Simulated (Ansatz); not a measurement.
An Ansatz (a program for electronic structure) run. Input:

Ansatz 0.2 input:
```yaml
crystal:
  lattice:
    - [4.0531678685, 0.0, 0.0]
    - [-2.0265839343, 3.5101463399, 0.0]
    - [0.0, 0.0, 3.7805788197]
  atoms:
    - { symbol: Pb, position: [0.0, 0.0, 0.0] }
    - { symbol: S, position: [0.6666666667, 0.3333333333, 0.5] }
kpoints:
  mp_grid: { grid: [12, 12, 11] }
hamiltonian:
  xc: r2scan
  pseudopotentials: { kind: paw }
scf:
  occupations: { method: gaussian, width: 0.05 }
checkpoint: { read: metal.run }
output: { write_density: true, elf: true, volumetric_format: npy }
basis: { fft_grid_basis: typed }
```

Output (shortened):

```
Pseudopotential: Pb, paw, valence charge 14
Pseudopotential: S, paw, valence charge 6
Functional definition: r2SCAN
Crystal: 2 atoms, lattice volume = 53.787 Å³
Basis set: ecut = 500 eV, 1387 PW (Γ), exchange–correlation on 120×120×120 points (64 copies of the dense FFT grid, shifted against one another)
Bands: 18, of which v1, the nominal top of the filled ones, is band 10 counted from 1 (9 counted from 0)
Symmetry: 12 space group operations
Space group: P-6m2 (ITA 187), of the structure as read, at distance tolerance 3.8e-5 Å
k-points: 114 of 1584 (time reversal used)
Stability of the state it starts from, as read at its close in the unpolarized treatment …
iter 1 solved again at ethr=6.04e-7 eV; its pass at ethr=3.10e-3 eV (dr2=1.21e-4 eV) is discarded
SCF iter   1: F=—  HF=-12827.733143 eV  |F-HF|=—  |Δ(HF+E_count)|=         —  Δρ=1.68e-6  dr2=1.02e-9  dr2_τ=1.29e-10  ethr=6.04e-7  ⟨swp⟩=3.0  Hψ=17369  notcnv=0
preconditioner: auto → none
SCF iter   2: F=—  HF=-12827.733144 eV  |F-HF|=—  |Δ(HF+E_count)|=   7.22e-7  Δρ=1.30e-6  dr2=9.37e-10  dr2_τ=1.55e-10  ethr=5.11e-12  ⟨swp⟩=6.6  Hψ=9366  notcnv=0
SCF iter   3: F=-12827.733144 eV  HF=-12827.733144 eV  |F-HF|=1.13e-10  |Δ(HF+E_count)|=  2.66e-10  Δρ=5.96e-7  dr2=1.30e-10  dr2_τ=2.44e-11  ethr=4.68e-12  ⟨swp⟩=1.0  Hψ=5692  notcnv=0
SCF 1 converged in 3 iterations: F = -12827.733144 eV  dr2 = 1.30e-10
SCF converged after 3 iterations
Free energy (F): -12827.733144 eV
Harris-Foulkes:  -12827.733144 eV  (|F-HF|=1.13e-10)
Internal energy: -12827.733027 eV  (E = F + TS)
E sigma→0 (E₀):  -12827.733085 eV
Entropy (-TS):   -0.000117 eV (-0.059 meV/atom)
Fermi energy:    7.773660 eV
--- Per-component energies (eV) ---
  E_band       = -74.697077
  E_kinetic    = 392.299080
  E_local      = -1260.237039  (includes V_loc(G=0)·N_el)
  E_nonlocal   = 379.047567
  E_hartree    = 491.222893
  E_xc         = -300.471372
  E_vxc        = -239.817869  (∫ρ·V_xc dr)
  E_paw        = -11040.212640  (= ΣΔE_a)
  E_vpaw       = -343.356143  (= ΣTr[D̂ρ^β])
  E_aug_tail   = 0.000020  (compensation charges beyond the density's cutoff)
  E_vtau       = 14.921794  (kinetic-family band-sum trace: ∫τ·v_τ [+ j·A + Jᵃ·Aᵃ] dr)
  E_ewald      = -1490.237272
  E_core_change = 0.855736  (= ΣΔE_core)
  E_smearing   = -0.000117  (= −TS)
  E_closure    = 0.000000  (closes the sum)
  Σ components = -12827.733144   (vs F -12827.733144, Δ=0.00e0)
  [band-id]    e_kinetic+e_local+e_nonlocal+2·e_hartree+e_vxc+e_vpaw+e_augmentation_tail+e_vtau = -74.696804   (vs E_band -74.697077, Δ=2.73e-4)
--- Band table (eV; the first three rows and the last of 114) ---
  k-point 0: bands = ["-9.7662", "-9.7456", "-9.7456", "-9.6360", "-9.6360", "-6.0512", "1.3260", "5.4085", "6.0009", "6.0009", "11.5985", "11.5985", "13.4569", "14.8586", "15.3385", "19.5624", "19.5624", "19.5869"]
  k-point 1: bands = ["-9.7566", "-9.7449", "-9.7449", "-9.6398", "-9.6398", "-5.9867", "1.0773", "5.5646", "6.0431", "6.0431", "11.6380", "11.6380", "13.3126", "14.8669", "15.4388", "18.4251", "18.4251", "20.4022"]
  k-point 2: bands = ["-9.7429", "-9.7429", "-9.7310", "-9.6500", "-9.6500", "-5.7992", "0.4589", "5.9594", "6.1598", "6.1598", "11.7431", "11.7431", "12.5235", "15.5293", "15.6953", "17.4157", "17.4157", "19.9936"]
  k-point 113: bands = ["-9.7809", "-9.7167", "-9.7136", "-9.6999", "-9.6032", "-4.1308", "0.5102", "3.4928", "3.7611", "5.2277", "7.6605", "12.4710", "14.0747", "15.9542", "19.2675", "19.6389", "20.0986", "22.8414"]
```

Cost: about 13 core-seconds (a rough figure) on shared cores.

The workflow started from a Materials Project entry (that database holds measured and hypothetical structures alike); the Crystallography Open Database copy checked does not list it. It is not the phase usual at ambient conditions (space group No. 225). The cell was relaxed with r²SCAN under the symmetry of its start; its stability against distortions is not shown here. Scalar-relativistic: spin–orbit coupling is off unless named, which matters more the heavier the elements.

Potentials: the later of the program's two PAW sets.

Ansatz is a plane-wave DFT program.
